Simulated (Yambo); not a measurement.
NaSbF6 (space group Fm-3m, No. 225), G0W0@LDA in Yambo; all else as in the reference (2×2×2 Γ-centred k mesh, bands 2 to 212 and a 7 Ry block in the screening, 212 bands in G with the Bruneval-Gonze terminator, plasmon pole fitted at 27.2 eV). One parameter is varied: the cutoff of the wavefunctions in Yambo, over 10, 20, 30, 50, 88 Ry.

Problem. From which value on does the gap Γ → Γ stay within 0.05 eV of the largest setting?

Solution. From 20 Ry on.
```json
[
 {"cutoff of the wavefunctions in Yambo (Ry)": "10", "G0W0 gap (eV)": "9.29", "valence shift (eV)": "-1.83"},
 {"cutoff of the wavefunctions in Yambo (Ry)": "20", "G0W0 gap (eV)": "10.01", "valence shift (eV)": "-2.59"},
 {"cutoff of the wavefunctions in Yambo (Ry)": "30", "G0W0 gap (eV)": "10.02", "valence shift (eV)": "-2.75"},
 {"cutoff of the wavefunctions in Yambo (Ry)": "50", "G0W0 gap (eV)": "10.04", "valence shift (eV)": "-2.80"},
 {"cutoff of the wavefunctions in Yambo (Ry)": "88", "G0W0 gap (eV)": "10.05", "valence shift (eV)": "-2.81"}
]
```
The last step of the sweep still moves the gap by 6 meV; the other settings are held fixed.

The standard potential for Sb keeps a d shell in the valence without the s and p states of that shell. In tests on such compounds this moved G0W0 gaps by up to about 0.9 eV, so absolute quasiparticle energies here are unreliable; differences between settings are what counts.

Spin-orbit coupling is not included.

Geometry of the Materials Project entry, not relaxed at this level; primitive cell a = b = c = 5.8472 Å, α = β = γ = 60.00°.

A shift is the quasiparticle energy of the state minus its LDA energy.
